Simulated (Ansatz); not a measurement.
SnMo$_{2}$C:
```yaml
crystal:
  lattice:
    - [3.18474, 0.00000, 0.00000]
    - [-1.59237, 2.75807, 0.00000]
    - [0.00000, 0.00000, 13.40996]
  atoms:
    - { symbol: Sn, position: [0.33333, 0.66667, 0.75000] }
    - { symbol: Sn, position: [0.66667, 0.33333, 0.25000] }
    - { symbol: Mo, position: [0.33333, 0.66667, 0.08084] }
    - { symbol: Mo, position: [0.66667, 0.33333, 0.58084] }
    - { symbol: Mo, position: [0.66667, 0.33333, 0.91916] }
    - { symbol: Mo, position: [0.33333, 0.66667, 0.41916] }
    - { symbol: C, position: [0.00000, 0.00000, 0.00000] }
    - { symbol: C, position: [0.00000, 0.00000, 0.50000] }
```

Relaxed with r²SCAN. Special points in fractions of this cell's reciprocal vectors: Γ (0.000, 0.000, 0.000); M (0.500, 0.000, 0.000); K (0.333, 0.333, 0.000); A (0.000, 0.000, 0.500); L (0.500, 0.000, 0.500); H (0.333, 0.333, 0.500).

Q: List the band energies nearest the Fermi level at these points for DFT-r²SCAN with spin–orbit coupling in the program Ansatz with PAW potentials.

A: In eV from the Fermi level; about four levels below and three above (degenerate sets whole), none deeper than 8.9 eV; points with the same levels are listed once.

```csv
k,below,above
Γ,-0.28 -0.28 -0.27 -0.27,1.11 1.11 1.12 1.12
M,-3.18 -3.18 -0.12 -0.12,0.15 0.15 0.44 0.44
K,-0.07 -0.07 -0.06 -0.06,0.22 0.22 1.43 1.43
A,-0.37 -0.37 -0.37 -0.37 -0.37 -0.37 -0.37 -0.37,1.13 1.13 1.13 1.13
L,-3.18 -3.18 -3.18 -3.18,0.15 0.15 0.15 0.15
H,-1.17 -1.17 -1.09 -1.09,0.44 0.44 0.45 0.45
```

Space group P6_3/mmc. The start of the workflow was typed in or built on a structure type; neither database checked (COD, Materials Project) lists it. Whether it is the stable phase at ambient conditions was not checked. The r²SCAN relaxation kept the symmetry of its start; whether a distortion lowers the energy is not shown. No spin polarisation was allowed.

Potentials: the earlier of the program's two PAW sets.
